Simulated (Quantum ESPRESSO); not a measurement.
## One change at a time to PtRuSnZr5

These are calculations, not measurements. They come from Quantum ESPRESSO 7.5, a public plane-wave density functional program. Each row is one single-point run on a made-up periodic cell of eight metal atoms, with elements, volume, strain and displacements drawn at random and not relaxed, so a cell may be unstable or far from any real phase. There is no spin polarisation or spin-orbit coupling.

Settings: PBE unless stated; PseudoDojo standard norm-conserving files; Fermi-Dirac width 0.25 eV, which means electrons at about 2900 K; cutoff 1143 eV; 5 x 5 x 4 k mesh shifted half a step off Gamma. E is the free energy of the whole cell (internal energy minus TS), so a -TS column is already part of it. Stress is positive in tension, and the pressure P is minus a third of its trace.

Checks: one run of this series was repeated at a higher cutoff and on a denser mesh, which moved values by no more than 0.004 eV, 0.02 GPa and 0.006 eV/Å, and a second program with other atomic files agreed on it to 2 % rms in force and 0.5 GPa in pressure. Known limits: the tin pseudopotential is less sure than most, with forces differing by about three percent from a second method on plain tin; heavy elements are run without spin-orbit coupling, which real alloys of them have; a spin test at this wide smearing found no moment, but such smearing suppresses magnetism that the real alloy may have.

The lattice is hexagonal close-packed, and the cell vectors in Å are (-0.009, 0.038, -4.869); (-0.022, 5.352, -0.041); (6.202, -0.026, 0.011), a volume of 161.60 Å³ in run 1. The elements on sites 1 to 8 are Zr Zr Zr Ru Zr Pt Zr Sn. Each later run makes one change to run 1 and keeps the rest. E is counted from run 1, and is n/a where other atomic files have another zero of energy.

```
run                           change  V (Å³)  P (GPa)  -TS (eV)  rms force (eV/Å)  largest change of a force component (eV/Å)  E (eV)
  1                             none  161.60     2.08    -1.904             0.708                                       0.000   0.000
  2          sites 4 and 7 exchanged  161.60     1.87    -1.924             0.563                                       2.209  -0.089
  3    all lengths scaled by -1.65 %  153.73     8.85    -1.810             0.772                                       0.237       ?
  4              LDA in place of PBE  161.60    -6.26    -1.914             0.683                                       0.096     n/a
  5                     Au on site 7  161.60    -2.74    -1.773             0.612                                       0.779     n/a
  6  site 1 moved by +0.25 Å along x  161.60     2.60    -1.886             0.930                                       1.864   0.300
```

## Worked estimate

Along a uniform scaling dE = -P dV. The mean of the two pressures is 5.465 GPa and the volume changes by -7.87 Å³, with 160.2 GPa to one eV/Å³. The same two rows give -V dP/dV = 136 GPa for this cell with clamped atoms, which is not the bulk modulus of a real alloy.

## Withheld value

Question: what E should run 3 give?

The estimate is 0.268 eV. The calculation gave 0.262 eV. The mean of two end points misses the curvature of P, and the finite cutoff adds a little.
